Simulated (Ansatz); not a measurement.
Data:

TiS:
```cif
data_STi
_chemical_formula_sum 'Ti1 S1'
_space_group_name_H-M_alt 'P 1'
_space_group_IT_number 1
_cell_length_a 3.22078
_cell_length_b 3.22078
_cell_length_c 3.18490
_cell_angle_alpha 90.000
_cell_angle_beta 90.000
_cell_angle_gamma 120.000
loop_
_space_group_symop_operation_xyz
  'x, y, z'
loop_
_atom_site_label
_atom_site_type_symbol
_atom_site_fract_x
_atom_site_fract_y
_atom_site_fract_z
_atom_site_occupancy
Ti1 Ti 0.66667 0.33333 0.00000 1
S1 S 0.00000 0.00000 0.50000 1
```

This is the PBEsol-relaxed structure.

Question: All from DFT-PBEsol in the program Ansatz with PAW potentials, unless another level is named. Predict the Poisson's ratio.

Answer: 0.21.

Question: And the highest zone-centre frequency?

Answer: 388 cm⁻¹.

Space group P-6m2. The first step of the workflow began from a Materials Project structure, measured or hypothetical; the Crystallography Open Database copy checked does not list it. COD files the formula under space group No. 166, 194, so this cell is another polymorph or a model. Its standing as an ambient phase is unchecked. Symmetry was held in the PBEsol relaxation; of distortions, only those at the zone centre were tested. The run is not spin-polarised. As this level gives no gap, phonon frequencies hold no LO–TO term and depend on the k-mesh and smearing (Fermi–Dirac, 0.1 eV here).

Potentials: the later of the program's two PAW sets.
